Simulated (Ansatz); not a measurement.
Pd (fcc, Cu type)

```
Pd
1.0
    3.94259     0.00000     0.00000
    0.00000     3.94259     0.00000
    0.00000     0.00000     3.94259
Pd
4
Direct
  0.00000   0.00000   0.00000
  0.50000   0.50000   0.00000
  0.50000   0.00000   0.50000
  0.00000   0.50000   0.50000
```

Scan: atom 3 (Pd, nearest neighbour Pd at 2.788 Å; its periodic images, 3.9 Å or more away, move with it) is displaced towards the nearest neighbour, direction (-0.707, -0.707, 0.000) in Cartesian axes, by s. The other atoms stay.

Calculation: PBE (plane waves to 420 eV, PAW, scalar-relativistic; Ansatz, a program for electronic structure). k mesh 10×10×10 (Γ-centred), Fermi-Dirac smearing 0.05 eV. The energy includes the smearing's −TS. With partly filled bands, energies and forces of such displacements shift with the k mesh and the smearing. Pd is run without spin polarisation. Pd was relaxed with its symmetry unable to fall. The PAW data are Ansatz's earlier set. ΔE is measured from the undisplaced structure.

```json
[
 {"s (Å)": "-0.560", "ΔE (eV/cell)": "1.610"},
 {"s (Å)": "-0.448", "ΔE (eV/cell)": "0.946"},
 {"s (Å)": "-0.336", "ΔE (eV/cell)": "[?]"},
 {"s (Å)": "-0.224", "ΔE (eV/cell)": "[?]"},
 {"s (Å)": "-0.112", "ΔE (eV/cell)": "0.053"},
 {"s (Å)": "0.000", "ΔE (eV/cell)": "0.000"},
 {"s (Å)": "0.112", "ΔE (eV/cell)": "0.053"},
 {"s (Å)": "0.224", "ΔE (eV/cell)": "[?]"},
 {"s (Å)": "0.336", "ΔE (eV/cell)": "[?]"},
 {"s (Å)": "0.448", "ΔE (eV/cell)": "0.946"},
 {"s (Å)": "0.560", "ΔE (eV/cell)": "1.610"}
]
```

Problem. Complete the blanks.

Solution. 
- -0.336, ΔE (eV/cell): 0.503
- -0.224, ΔE (eV/cell): 0.217
- 0.224, ΔE (eV/cell): 0.217
- 0.336, ΔE (eV/cell): 0.503

(For displaced atoms, the force is minus the slope of the energy, and its curvature is a force constant, which sets phonon frequencies.)
